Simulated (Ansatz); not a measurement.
## Lu: stiffness from a series of strains

```xyz
2
Lattice="3.5099 0.0000 0.0000 -1.7549 3.0397 0.0000 0.0000 0.0000 5.5666" Properties=species:S:1:pos:R:3 pbc="T T T"
Lu    0.0000    2.0264    1.3917
Lu    1.7549    1.0132    4.1749
```

Atoms are numbered in the order listed.

The cell comes from COD entry 1538083, which wasn't checked; take it as a given geometry.

Spin–orbit coupling is left out, though it moves levels of the heavy atoms by tenths of an eV or more.

The calculation used Ansatz 0.2.0, DFT, PBEsol, all-electron LAPW, scalar-relativistic.

Numerical set-up: a Γ-centred 13×13×8 k mesh, Fermi–Dirac smearing of 0.03 eV, basis error target 0.5 meV/atom, no spin polarisation.

The strain is applied along the Cartesian axes of the cell as listed (γ is the engineering shear, twice εxy = εyz = εzx). Fractional coordinates are held (clamped ions).

σ is the change of stress from the unstrained cell, which is at -3.38 GPa; tension is positive, so slopes are stress–strain coefficients at that pressure. In a metal the k mesh adds noise.

Only quantities that a quadratic follows smoothly over the whole series are listed; rougher ones are left out.

| γ | σxy (GPa) | σyz (GPa) |
| --- | --- | --- |
| -0.0200 | -0.63 | -0.57 |
| -0.0100 | -0.31 | -0.28 |
| 0.0000 | 0.00 | 0.00 |
| 0.0200 | 0.61 | 0.55 |

Question: Fit the series and read off the stiffness at zero strain.

Answer: Least-squares fits y = p0 + p1 x + p2 x² to the rows give σxy (GPa): p1 = 31, p2 = -27; σyz (GPa): p1 = 28, p2 = -27.

Question: One run, at γ = 0.0100, is withheld. Predict its row.

Answer: The fits give 0.31, 0.28; the run gave 0.31, 0.28.
